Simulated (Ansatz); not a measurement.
Rh:
```
CELL_PARAMETERS angstrom
      0.00000     1.89673     1.89673
      1.89673     0.00000     1.89673
      1.89673     1.89673     0.00000
ATOMIC_POSITIONS crystal
  Rh 0.00000 0.00000 0.00000
```

Relaxed with PBE+D3(BJ). Special points in fractions of this cell's reciprocal vectors: Γ (0.000, 0.000, 0.000); X (0.500, 0.000, 0.500); U (0.625, 0.250, 0.625); K (0.375, 0.375, 0.750); L (0.500, 0.500, 0.500); W (0.500, 0.250, 0.750).

### Question
List the band energies nearest the Fermi level at these points for plane-wave PAW PBE+D3(BJ) (Ansatz code).

### Answer
In eV from the Fermi level; about four levels below and three above (degenerate sets whole), none deeper than 8.9 eV; … stands for higher levels left out; points with the same levels are listed once.

```tsv
k	below	above
Γ	-8.02 -3.13 -3.13 -3.13	…
X	-6.40 -6.03	0.54 0.99 0.99
U	-5.58 -4.83 -2.09 -0.71	0.37 …
L	-6.19 -3.21 -3.21	0.57 0.57 …
W	-5.09 -3.85 -3.85 -1.23	1.00 …
```

Space group Fm-3m (fcc (Cu type)). The cell was relaxed with PBE+D3(BJ) under the symmetry of its start. No spin polarisation was allowed. The pairwise dispersion correction was not fitted to metals. Scalar-relativistic: spin–orbit coupling is off unless named, which matters more the heavier the elements.

Potentials: the earlier of the program's two PAW sets.
